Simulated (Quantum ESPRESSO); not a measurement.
# Strain and stress in MgGa2SiN4

The results below are calculated, not measured. They come from pw.x of Quantum ESPRESSO 7.5, a plane-wave density functional program, with PseudoDojo standard norm-conserving files (v0.5 for PBE, v0.4.1 for LDA and PBEsol). The cells are made up: elements, strain and atom displacements were drawn at random, and nothing was relaxed. There is no spin polarisation, spin-orbit coupling or dispersion term.

The cell has 8 sites of a wurtzite lattice (rectangular cell). Sites 1 to 4 hold Mg Ga Si Ga; sites 5 to 8 hold N N N N. Cell vectors in Å: (3.167, 0.006, -0.008); (0.011, 5.414, 0.051); (-0.013, 0.048, 5.276). Settings: PBE, cutoff 1143 eV, 6 x 4 x 4 k mesh shifted by half a step, Fermi-Dirac smearing of 0.025 eV.

Each run adds the same strain along x and y to one cell, with the atoms carried along; the vectors above are those of run 4. Stress is positive in tension and P is minus a third of its trace. E is the free energy for each atom above the lowest run shown.

```
run,strain (%),s_xx (GPa),s_yy (GPa),s_zz (GPa),s_xy (GPa),P (GPa),E (meV/atom)
1,-1.88,-16.24,-10.06,-0.15,-2.04,8.82,23.85
2,-1.15,-12.11,-6.36,0.58,-1.76,5.96,12.38
4,-0.30,-7.69,-2.41,1.35,-1.43,2.92,3.89
5,0.61,-3.38,1.42,2.11,-1.12,-0.05,0.00
6,1.52,0.53,4.89,2.79,-0.83,-2.73,1.13
7,2.26,3.42,7.45,3.29,-0.61,-4.72,5.54
3,-0.60,?,?,?,?,?,?
```

A rerun of one of these cells at 1437 eV and k mesh 8 x 6 x 6 moved values by no more than 0.002 eV in the cell's energy, 0.03 GPa in stress and 0.006 eV/Å in force.

## Worked fit

A parabola through the six runs shown gives s_xx = -6.22 + 4.84 e - 0.255 e² GPa, with e in per cent and a scatter of 0.02 GPa. The slope is a stiffness of 484 ± 3 GPa for each unit of this strain at e = 0, the sum of the responses of s_xx to strain along x and along y. The atoms are clamped, and relaxing them would in general lower it. The error is the larger of the fit's own and the change that a cubic makes, rounded up.

## Withheld run

Question: what s_xx should run 3 give?

The fit gives -9.22 GPa. The calculation gave -9.22 GPa.

```
run,strain (%),s_xx (GPa),s_yy (GPa),s_zz (GPa),s_xy (GPa),P (GPa),E (meV/atom)
3,-0.60,-9.22,-3.77,1.09,-1.55,3.97,6.36
```